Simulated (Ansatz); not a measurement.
A crystal relaxed with r2SCAN in the PAW code Ansatz has space group P-3m1 (No. 164) and a = 3.954 Å, c = 9.656 Å.

```tsv
atom	site	x	y	z
Xx	2d	0.3333	0.6667	0.7083
Ge	2c	0.0000	0.0000	0.3725
Ge	2d	0.6667	0.3333	0.0438
```

r2SCAN gives an indirect gap of 0.74 eV, from Γ to k = (0, 0.398, 0.214); the least direct gap is 1.03 eV at Γ. With HSE06 the valence top lies at Γ and the conduction bottom at k = (0, 0.398, 0.214), 1.04 eV higher; the smallest vertical gap, at Γ, is 1.42 eV. Meshes: r2SCAN 12×12×4, HSE06 6×6×2.

Question: Which element is Xx?
A. Sn
B. Pb
C. C
D. Si

Answer: D. Xx is Si: SiGe2, ordered on the diamond lattice (P-3m1) with 6 atoms a cell. Si has 4 Ge at 2.39–2.41 Å; Ge has 3 Si at 2.41 Å and 1 Ge at 2.46 Å; Ge has 1 Si at 2.39 Å and 3 Ge at 2.43 Å.

(Calculated; spin-unpolarised; the phase may be known or hypothetical.)

Spin-orbit coupling is left out.

Where an edge lies off the special points, it is a point of the mesh or the k point where a search put PBE's edge or least direct gap, reused for the other functionals, whose own edges may lie a little apart.

Coordinates of k points refer to the reciprocal vectors of the primitive cell of the runs.

The meshes of the hybrids are coarse, so their gaps aren't converged to the digits shown.
